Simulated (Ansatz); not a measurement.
TaAl (L1₀ or tetragonal B2, space group No. 123) under volume change, r²SCAN (plane waves, PAW; program Ansatz), shape and atoms relaxed at each volume.

```csv
V (Å³/atom),E − E(relaxed) (meV/atom),P (GPa)
15.069,81.4,18.91
15.566,34.3,11.64
16.063,?,?
16.559,0.0,0.00
17.056,?,?
17.553,28.1,-8.64
18.050,60.4,-12.08
```

### Question
Some entries are withheld; supply them.

### Answer

- 17.056, E − E(relaxed) (meV/atom): 7.4
- 17.056, P (GPa): -4.64
- 16.063, E − E(relaxed) (meV/atom): 8.1
- 16.063, P (GPa): 5.39

### Question
What does a third-order Birch–Murnaghan fit give for V₀, B₀ and B′?

### Answer
V₀ = 16.56 Å³/atom, B₀ = 166 GPa, B′ = 4.0.

Space group P4/mmm (L1₀ or tetragonal B2). The start of the workflow was typed in or built on a structure type; neither database checked (COD, Materials Project) lists it. Whether it is the stable phase at ambient conditions was not checked. Symmetry was held in the r²SCAN relaxation; whether a distortion lowers the energy is not shown. The run is not spin-polarised. Scalar-relativistic: spin–orbit coupling is off unless named, which matters more the heavier the elements.

Potentials: the later of the program's two PAW sets.
